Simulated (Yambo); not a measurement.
A BSE run in Yambo for RbAuS$_{2}$O$_{8}$ (space group P-1, No. 2) (LDA bands; 6×4×2 mesh, 25 valence and 7 conduction bands, static screening with 114 bands and a 3 Ry block, scissor 2.25 eV, Tamm-Dancoff; field along x) gives:

| state | energy (eV) | states within 2 meV | relative strength | class |
|---|---|---|---|---|
| 1 | 2.03 | 1 | < 0.01 | dark |
| 2 | 2.72 | 1 | < 0.01 | dark |
| 3 | 2.77 | 1 | 0.01 | weak |
| 4 | 2.91 | 1 | 0.01 | weak |
| 5 | 2.95 | 1 | < 0.01 | dark |

Axes are Cartesian, with cell vectors (Å) (4.36, 0.00, 0.00), (1.40, 4.98, 0.00), (0.27, 2.04, 8.80).

**Question.** What changes when the window shrinks to 20 valence and 3 conduction bands?

**Answer.** The lowest state goes from 2.032 eV to 2.041 eV, and its distance below the direct gap from 1.917 eV to 1.909 eV. These are vertical excitations (zero momentum); the indirect quasiparticle gap, about 3.78 eV, is smaller than the direct one (3.95 eV on the GW mesh). The scissor comes from a G0W0 run whose convergence isn't established.

Spin-orbit coupling is not included.

Geometry of the Materials Project entry, not relaxed at this level; primitive cell a = 4.356 Å, b = 5.168 Å, c = 9.038 Å, α = 76.96°, β = 88.31°, γ = 74.31°.
